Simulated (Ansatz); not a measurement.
input.yaml

```yaml
crystal:
  lattice:
    - [-2.77186439, 2.77186439, 2.77186439]
    - [2.77186439, -2.77186439, 2.77186439]
    - [2.77186439, 2.77186439, -2.77186439]
  atoms:
    - { symbol: Mn, position: [0.0, 0.0, 0.0], spin: 1.26 }
    - { symbol: Ga, position: [0.0, 0.0, 0.5] }
    - { symbol: Ga, position: [0.0, 0.5, 0.0] }
    - { symbol: Ga, position: [0.5, 0.0, 0.0] }
    - { symbol: Ga, position: [0.5, 0.5, 0.5] }
basis:
  ecutwfc: 500
kpoints:
  mp_grid: { grid: [10, 10, 10] }
hamiltonian:
  xc: r2scan
scf:
  occupations: { method: gaussian, width: 0.1 }
output:
  forces: true
  stress: true
  eigenvalues: true
  populations: true
magnetization:
  spin_polarized: true
```

Launched with
```bash
ansatz run input.yaml --threads 1 --pin off --max-ram 2560MiB --backend cpu --events-out ev --progress --plain --runs-dir out
```

The calculation used DFT r2SCAN, scalar-relativistic, plane waves, PAW (Ansatz).

Part of what the program printed, abridged (final results; tables in files aren't shown):

```
SCF 1 converged in 20 iterations: F = -19065.633169 eV  dr2 = 4.16e-10
this state was not tested for a lower state beside it, because the mixer in use, unlike msr1, does not test its closes by its own steps (another_mixer; see scf.mixing.algorithm and scf.lower_state_search)
SCF converged after 20 iterations
Magnetization: 0.8674 μB (33.9337 up, 33.0663 down)
Absolute magnetization: 1.5218 μB (∫|ρ↑−ρ↓|, with the PAW one-centre terms)
Spin contamination: 0.1528 ħ² per cell (⟨S²⟩ above its minimum at these occupations)
Per-site moments (μB) at R_I (Å): [(1.14457664, 0.99020830), (-0.03226111, 0.99020830), (-0.03226111, 0.99020830), (-0.03226111, 0.99020830), (-0.03226111, 0.99020830)]
Free energy (F): -19065.633169 eV
Harris-Foulkes:  -19065.633169 eV  (|F-HF|=4.02e-9)
Internal energy: -19065.625395 eV  (E = F + TS)
E sigma→0 (E₀):  -19065.629282 eV
Entropy (-TS):   -0.007773 eV (-1.555 meV/atom)
Fermi energy:    11.010253 eV
--- Per-component energies (eV) ---
  E_band       = -419.866704
  E_kinetic    = 772.120405
  E_local      = -9722.493058  (includes V_loc(G=0)·N_el)
  E_nonlocal   = 1938.438656
  E_hartree    = 4483.472438
  E_xc         = -363.174258
  E_vxc        = -406.042287  (∫ρ·V_xc dr)
  E_paw        = -9313.312160  (= ΣΔE_a)
  E_vpaw       = -1993.340726  (= ΣTr[D̂ρ^β])
  E_aug_tail   = -0.000143  (compensation charges beyond the density's cutoff)
  E_vtau       = 24.504233  (kinetic-family band-sum trace: ∫τ·v_τ [+ j·A + Jᵃ·Aᵃ] dr)
  E_ewald      = -6857.781953
  E_core_change = -2.895323  (= ΣΔE_core)
  E_smearing   = -0.007773  (= −TS)
--- Forces (eV/Å), atoms counted from 1 ---
  atom   1  Mn     0.00000000     0.00000000     0.00000000
  atom   2  Ga     0.00000000     0.00000000     0.00000000
  atom   3  Ga     0.00000000     0.00000000     0.00000000
  atom   4  Ga     0.00000000     0.00000000     0.00000000
  atom   5  Ga     0.00000000     0.00000000     0.00000000
--- Stress (GPa, compression-positive) ---
        0.174974       0.000000       0.000000
        0.000000       0.174974       0.000000
        0.000000       0.000000       0.174974
  P = ⅓ Tr σ = 0.1750 GPa (1.750 kbar)
--- Band table (eV; the first three rows and the last of 94) ---
  k-point 0 ↑: bands = ["-71.9154", "-39.4323", "-39.4323", "-39.4323", "-4.7185", "-4.7185", "-4.6212", "-4.6112", "-4.6112", "-4.5434", "-4.5434", "-4.5434", "-4.3771", "-4.3771", "-4.3771", "-4.3674", "-4.3674", "-4.3674", "-4.2360", "-4.2360", "-4.2360", "-4.0844", "-4.0844", "-4.0844", "-0.4255", "6.8656", "6.8656", "6.8656", "8.9859", "8.9859", "9.0650", "9.0650", "9.0650", "9.9744", "9.9744", "9.9744", "12.4634", "12.4634", "12.4634", "14.9427", "15.7539"]
  k-point 1 ↑: bands = ["-71.9154", "-39.4325", "-39.4324", "-39.4323", "-4.7127", "-4.7060", "-4.6120", "-4.6038", "-4.6012", "-4.5462", "-4.5341", "-4.5339", "-4.3810", "-4.3770", "-4.3746", "-4.3732", "-4.3669", "-4.3668", "-4.2424", "-4.2387", "-4.2382", "-4.1020", "-4.0934", "-4.0925", "-0.3230", "6.5154", "6.6737", "6.7915", "8.7222", "8.8616", "8.8824", "9.0297", "9.0919", "10.0926", "10.2091", "10.2518", "12.5726", "12.7373", "12.7595", "15.2977", "15.9861"]
  k-point 2 ↑: bands = ["-71.9154", "-39.4329", "-39.4326", "-39.4324", "-4.6965", "-4.6696", "-4.5892", "-4.5821", "-4.5702", "-4.5542", "-4.5080", "-4.5072", "-4.3925", "-4.3903", "-4.3804", "-4.3737", "-4.3611", "-4.3587", "-4.2619", "-4.2469", "-4.2448", "-4.1522", "-4.1187", "-4.1156", "-0.0157", "5.5786", "6.2800", "6.6145", "8.1895", "8.7159", "8.7633", "8.9443", "8.9996", "10.4644", "10.5902", "10.7962", "13.0005", "13.1677", "13.5002", "16.2149", "16.4744"]
  k-point 46 ↓: bands = ["-70.2708", "-37.7976", "-37.7976", "-37.7976", "-4.6860", "-4.6860", "-4.6860", "-4.5697", "-4.5697", "-4.5697", "-4.4364", "-4.4364", "-4.4364", "-4.3866", "-4.3866", "-4.3866", "-4.3481", "-4.3481", "-4.3481", "-4.2587", "-4.2587", "-4.2120", "-4.0812", "-4.0812", "3.8809", "3.8809", "3.8809", "5.2133", "6.0822", "6.0822", "8.8845", "8.8845", "8.8845", "12.3714", "12.3714", "13.9185", "15.0412", "15.0412", "15.0412", "18.3913", "18.3913"]
--- Löwdin populations: 5 sites ---
  site symbol q [e]    m [muB]
     0     Mn     14.5264     1.2135
     1     Ga     13.0842    -0.0825
     2     Ga     13.0842    -0.0825
     3     Ga     13.0842    -0.0825
     4     Ga     13.0842    -0.0825
  spilling = 0.002039 (of n_electrons = 67.000000)
```

The calculation finished and met its thresholds.

It took 3 min on 1 thread of Intel(R) Xeon(R) Processor @ 2.50GHz (Skylake/Cascade Lake) (shared host), peak memory 0.82 GiB.

The state reached may not be the lowest one. Only parallel moments were tried here.